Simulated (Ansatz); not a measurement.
**Does relaxation matter for the field gradients of GaN with an N vacancy?**

Start: a supercell of GaN (wurtzite type, P6_3mc) built from an entry of the Crystallography Open Database (COD) (the entry's cell lengths or inner coordinates differ somewhat from later room-temperature determinations), with all atoms left at the host's positions.

```cif
data_Ga16N15
_symmetry_space_group_name_H-M 'P3m1'
_symmetry_Int_Tables_number 156
_cell_length_a 6.3600
_cell_length_b 6.3600
_cell_length_c 10.3320
_cell_angle_alpha 90.000
_cell_angle_beta 90.000
_cell_angle_gamma 120.000
loop_
_atom_site_label
_atom_site_type_symbol
_atom_site_symmetry_multiplicity
_atom_site_Wyckoff_symbol
_atom_site_fract_x
_atom_site_fract_y
_atom_site_fract_z
Ga1 Ga 1 a 0.0000 0.0000 0.0000
Ga2 Ga 1 a 0.0000 0.0000 0.5000
Ga3 Ga 3 d 0.0000 0.5000 0.0000
Ga4 Ga 3 d 0.0000 0.5000 0.5000
Ga9 Ga 3 d 0.1667 0.8333 0.2500
Ga10 Ga 3 d 0.1667 0.8333 0.7500
Ga15 Ga 1 c 0.6667 0.3333 0.2500
Ga16 Ga 1 c 0.6667 0.3333 0.7500
N17 N 1 a 0.0000 0.0000 0.6875
N18 N 3 d 0.0000 0.5000 0.1875
N19 N 3 d 0.0000 0.5000 0.6875
N24 N 3 d 0.1667 0.8333 0.4375
N25 N 3 d 0.1667 0.8333 0.9375
N30 N 1 c 0.6667 0.3333 0.4375
N31 N 1 c 0.6667 0.3333 0.9375
```

One atom of each set is listed.

Level of theory: DFT, PBE, plane waves and PAW, scalar-relativistic, 420 eV cutoff, Γ-centred 4×4×2 k-points, Fermi–Dirac smearing 0.01 eV, cell charge +3 (Ansatz 0.2.0).

The largest force at the start is 1.4 eV/Å. Relaxing the ions at fixed cell moves them by 0.367 Å at most (atom 1, Ga) and 0.094 Å rms.

| site | moved (Å) | first shell before | first shell after | V_zz before (10²¹ V/m²) | η before |
| --- | --- | --- | --- | --- | --- |
| Ga1 | 0.367 | 3 N at 1.95 Å | 3 N at 1.87 Å | 16.08 | 0.00 |
| Ga3 | 0.039 | 4 N at 1.94–1.95 Å | 4 N at 1.92–1.96 Å | -0.38 | 0.76 |
| Ga4 | 0.036 | 4 N at 1.94–1.95 Å | 4 N at 1.92–1.97 Å | -0.96 | 0.60 |
| Ga9 | 0.197 | 3 N at 1.94–1.95 Å | 3 N at 1.88–1.91 Å | 14.97 | 0.13 |
| Ga10 | 0.036 | 4 N at 1.94–1.95 Å | 4 N at 1.92–1.99 Å | 0.51 | 0.72 |
| N17 | 0.036 | 4 Ga at 1.94–1.95 Å | 4 Ga at 1.94 Å | -0.84 | 0.00 |
| N18 | 0.024 | 4 Ga at 1.94–1.95 Å | 4 Ga at 1.91–1.96 Å | 3.29 | 0.13 |
| N19 | 0.011 | 4 Ga at 1.94–1.95 Å | 4 Ga at 1.92–1.94 Å | -0.76 | 0.17 |
| N24 | 0.017 | 4 Ga at 1.94–1.95 Å | 4 Ga at 1.88–1.97 Å | 1.77 | 0.22 |
| N25 | 0.032 | 4 Ga at 1.94–1.95 Å | 4 Ga at 1.87–1.99 Å | 1.93 | 0.30 |
| N30 | 0.017 | 4 Ga at 1.94–1.95 Å | 4 Ga at 1.91–1.92 Å | -0.67 | 0.00 |

Problem. How do the gradients change?

Solution. 

```
site  V_zz after  η after  change of V_zz
 Ga1        25.9     0.00           +9.86
 Ga3        3.26     0.46           +3.64
 Ga4       -2.96     0.72           -2.00
 Ga9        23.0     0.13           +8.07
Ga10        3.83     0.32           +3.32
 N17        0.32     0.00           +1.16
 N18        2.53     0.99           -0.76
 N19        0.31     0.17           +1.07
 N24        2.16     0.36           +0.39
 N25        1.24     0.60           -0.69
 N30        0.21     0.00           +0.88
```

The largest change of V_zz is on Ga1, from 16.08 to 25.9. Small gradients that grow severalfold: Ga3 (-0.38 to 3.26). In per cent, |V_zz| changes by +54 to +61 on Ga, -23 on N (all sites that start above 2). Where |V_zz| stays above 0.1 and the axes keep their order, η moves most on N18, from 0.13 to 0.99. On N25, N24, Ga10, Ga3 V_xx and V_yy change places (or their axes turn by over 50°), so the two values of η hide a larger change. V_zz changes sign on N17 (same axis), N19 (same axis), N30 (same axis), Ga3 (axis turned by 39°). The table leaves out 4 of the 15 sites, with |V_zz| up to 3.02; their tensors move by 1.82 at most along any direction. The statements above cover all sites. The host's own positions weren't relaxed first, so part of the change far from the defect can be the host's relaxation.

The run isn't spin-polarised, and a state with spin may lie lower. The defect repeats with the cell of 31 atoms, so it feels its images: sites between two images don't show the values beside a lone defect, and zeros or small values of η there can come from the images' arrangement. Ga and N carry a gradient in the pure host already, so the values there aren't the defect's effect alone. A uniform background compensates the cell's charge. The defect cell has no gap above 0.1 eV on its mesh, so the values can hang on the smearing and the k-mesh.
Before: The cell keeps the host's lattice, where the PBE pressure is 10 GPa (in a charged cell this depends on the convention for the mean potential). The neighbours have not yet relaxed around the defect (largest force 1.4 eV/Å), so a real crystal will differ.
After: The relaxation keeps the symmetry of the vacancy's site, so distortions that break it, Jahn–Teller ones too, aren't explored. The cell keeps the host's lattice, where the PBE pressure is 14 GPa (in a charged cell this depends on the convention for the mean potential).
